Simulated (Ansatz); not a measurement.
**Calculated ¹²³Sb nuclear quadrupole resonance for Sb2Pt**

Cell: a structure deposited in the COD whose atoms were relaxed with PBE, the cell held.

```cif
data_Sb2Pt
_symmetry_space_group_name_H-M 'Pa-3'
_symmetry_Int_Tables_number 205
_cell_length_a 6.4400
_cell_length_b 6.4400
_cell_length_c 6.4400
_cell_angle_alpha 90.000
_cell_angle_beta 90.000
_cell_angle_gamma 90.000
loop_
_atom_site_label
_atom_site_type_symbol
_atom_site_symmetry_multiplicity
_atom_site_Wyckoff_symbol
_atom_site_fract_x
_atom_site_fract_y
_atom_site_fract_z
Sb Sb 8 c 0.3745 0.3745 0.3745
Pt Pt 4 a 0.0000 0.0000 0.0000
```

One atom of each set is listed.

Level of theory: DFT, PBE, plane waves and PAW, with spin–orbit coupling, 420 eV cutoff, Γ-centred 5×5×5 k-points, Fermi–Dirac smearing 0.05 eV (Ansatz 0.2.0).

¹²³Sb: I = 7/2, Q = -692.0 mb (year-2017 value). Static lattice, zero field.

(1) Predict the zero-field ¹²³Sb lines of each site.

(2) And for ¹²¹Sb (I = 5/2, Q = -543.0 mb) on Sb?

Results:

(1) For I = 7/2 and η = 0 the lines are |C_Q|/14 times 1, 2 and 3; η shifts the lowest up most.

| site | atoms | V_zz (10²¹ V/m²) | C_Q (MHz) | η | line frequencies (MHz) |
| --- | --- | --- | --- | --- | --- |
| Sb | 8 | 6.54 | -110 | 0.00 | 7.82, 15.6, 23.5 |

(2) C_Q scales with Q to -85.9 MHz, with lines at 12.9, 25.8 MHz.

An axis of threefold or higher order runs through Sb, so V_zz lies along it and η is zero.

At this cell the PBE pressure is 6 GPa, so with PBE the cell would grow if it were relaxed. The run finds no gap above 0.1 eV (a metal, or nearly one), so the gradients can move by 10 % or more with the k-mesh. With these PAW files V_zz is typically within 2 to 3 % of all-electron values, but misses above 10 % occur on Sb.

The run took 5.3 min of wall time (5.3 min of CPU time) and 1.8 GiB at its peak, on 1 thread of Arm Neoverse V2 (aarch64; 8 cores open to the job, memory cap 3.0 GiB, no GPU), a shared host with a load of 0.3 a core.
